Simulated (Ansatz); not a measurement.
# Deforming YTl

```
CELL_PARAMETERS angstrom
3.75100 0.00000 0.00000
0.00000 3.75100 0.00000
0.00000 0.00000 3.75100
ATOMIC_POSITIONS crystal
Y 0.50000 0.50000 0.50000
Tl 0.00000 0.00000 0.00000
```

Atoms are numbered in the order listed.

The geometry is COD entry 1527195, unchecked; take it as a test cell.

No spin–orbit coupling, which matters for the heavy atoms here.

Level of theory: Ansatz 0.2.0, DFT, LDA, all-electron LAPW, scalar-relativistic.

Settings: a Γ-centred 11×11×11 k mesh, Fermi–Dirac smearing of 0.08 eV, basis error target 0.25 meV/atom, no spin polarisation.

The unchanged cell is at -2.99 GPa.

In a metal, stresses and small energies carry noise from the k mesh.

x, y and z are the Cartesian axes of the cell as listed; fractional coordinates follow a strain, and an engineering shear is twice the off-diagonal strain component.

Question: One change gave: energy change +4 meV/atom; stress change (xx, yy, zz, yz, xz, xy) 0.10, 0.10, 0.10, 0.77, 0.77, 0.77 GPa, compression positive. Which change was it?
A. equal xy, yz and zx engineering shear strains of +2 %
B. equal xy, yz and zx engineering shear strains of -2 %
C. equal xy, yz and zx engineering shear strains of -1 %
D. equal xy, yz and zx engineering shear strains of +1 %

Answer: B. For equal xy, yz and zx engineering shear strains of -1 %: energy change under 1 meV/atom; stress change (xx, yy, zz, yz, xz, xy) 0.03, 0.03, 0.03, 0.36, 0.36, 0.36 GPa, compression positive. For equal xy, yz and zx engineering shear strains of +1 %: energy change under 1 meV/atom; stress change (xx, yy, zz, yz, xz, xy) 0.02, 0.02, 0.02, -0.30, -0.30, -0.30 GPa, compression positive. For equal xy, yz and zx engineering shear strains of +2 %: energy change +3 meV/atom; stress change (xx, yy, zz, yz, xz, xy) 0.09, 0.09, 0.09, -0.55, -0.55, -0.55 GPa, compression positive.
